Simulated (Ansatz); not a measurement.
Bulk CaI2, relaxed with DFT-r²SCAN+D4 in the program Ansatz with PAW potentials:

```
CELL_PARAMETERS angstrom
      4.48985     0.00000     0.00000
     -2.24492     3.88832     0.00000
      0.00000     0.00000     7.05818
ATOMIC_POSITIONS crystal
  Ca 0.00000 0.00000 0.00000
  I  0.33333 0.66667 0.25018
  I  0.66667 0.33333 0.74982
```

Task: One layer is taken out and relaxed. What does that cost?

Result: 47 meV/atom, or 8.1 meV/Å² of layer.

Task: What lattice and gap has the free layer?

Result: a = 4.492 Å; gap 4.37 eV, indirect.

Space group P-3m1 (1T). The layer was cut from a bulk entry of the Materials Project (measured or hypothetical); whether that bulk phase is the ambient one, and whether the layer has been isolated, was not checked. The r²SCAN+D4 relaxation kept the symmetry of its start; whether a distortion lowers the energy is not shown. Spin–orbit coupling is left out wherever it is not named.

Potentials: the later of the program's two PAW sets.
